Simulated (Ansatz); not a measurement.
Relaxation of a relaxed Ba cell shaken by Gaussian noise of σ = 0.08 Å a coordinate; 8 atoms in the cell, which starts as P1 (No. 1), aP8; a = b = c = 8.1131 Å, α = β = γ = 90.00°. All values below come from r2SCAN (plane waves to 500 eV, PAW, scalar-relativistic; Ansatz, an electronic-structure program). Γ-centred k-mesh 4×4×4 on the run's cell (coarser than for final values), Fermi–Dirac smearing 0.05 eV. This is the first round of the run. 

The optimiser's lines from the output (shortened; P is positive under compression):

```
relax step   1: F+E_penalty+E_count = -47716.29214076 eV  Δ(F+E_penalty+E_count) = +0.000e0 eV  max|allowed force component| = 2.067e-1 eV/Å  Δτ_max = 0.0000 Å  P = +0.024 GPa  Ω = 534.018 Å³  (9 SCF iters, dr2 threshold 1.00e-7 eV, accepted)
relax step   2: F+E_penalty+E_count = -47716.34849043 eV  Δ(F+E_penalty+E_count) = -5.635e-2 eV  max|allowed force component| = 1.204e-1 eV/Å  Δτ_max = 0.0732 Å  P = +0.021 GPa  Ω = 532.943 Å³  (7 SCF iters, dr2 threshold 8.00e-7 eV, accepted)
relax step   3: F+E_penalty+E_count = -47716.37244020 eV  Δ(F+E_penalty+E_count) = -2.395e-2 eV  max|allowed force component| = 1.543e-2 eV/Å  Δτ_max = 0.1277 Å  P = +0.017 GPa  Ω = 532.816 Å³  (7 SCF iters, dr2 threshold 8.00e-7 eV, accepted)
relax step   4: F+E_penalty+E_count = -47716.37695005 eV  Δ(F+E_penalty+E_count) = -4.510e-3 eV  max|allowed force component| = 1.996e-3 eV/Å  Δτ_max = 0.0305 Å  P = +0.007 GPa  Ω = 533.847 Å³  (9 SCF iters, dr2 threshold 1.49e-8 eV, accepted)
relax step   5: F+E_penalty+E_count = -47716.37745242 eV  Δ(F+E_penalty+E_count) = -5.024e-4 eV  max|allowed force component| = 1.379e-3 eV/Å  Δτ_max = 0.0080 Å  P = +0.003 GPa  Ω = 534.225 Å³  (9 SCF iters, dr2 threshold 1.25e-9 eV, accepted)
relax step   6: F+E_penalty+E_count = -47716.37753953 eV  Δ(F+E_penalty+E_count) = -8.711e-5 eV  max|allowed force component| = 5.152e-4 eV/Å  Δτ_max = 0.0065 Å  P = -0.001 GPa  Ω = 534.453 Å³  (10 SCF iters, accepted)
relax step   7: F+E_penalty+E_count = -47716.37755580 eV  Δ(F+E_penalty+E_count) = -1.627e-5 eV  max|allowed force component| = 5.149e-4 eV/Å  Δτ_max = 0.0000 Å  P = -0.000 GPa  Ω = 534.453 Å³  stress off target by 2.52e-3 GPa  SCF on the basis re-selected at this cell (its energy is not comparable with the rows above)  (6 SCF iters)
```

From the first to the last row the energy changes by -0.01 eV/atom and the volume by +0.1 %. The last row is marked as not comparable with the walk above it, whose basis was carried along; it does compare with step 1, since both stand on a basis selected at the nominal cutoff for their own cell.

Later rounds, restarted from the end of this one on a renewed k-mesh, logged 2 more steps and released under 0.01 eV/atom more. The final structure after all rounds: Pm-3n (No. 223), cP8; a = b = c = 8.1153 Å, α = β = γ = 90.00°. Between re-selections the logged energies stand on a plane-wave basis carried along with the cell. No spin polarisation in the result.

The relaxed structure here is a generated cell of Ba: the first start was made by placing the elements on the sites of a structure type, and the end was not matched to a known phase here, so it may be hypothetical. Known forms of Ba include space group No. 229.
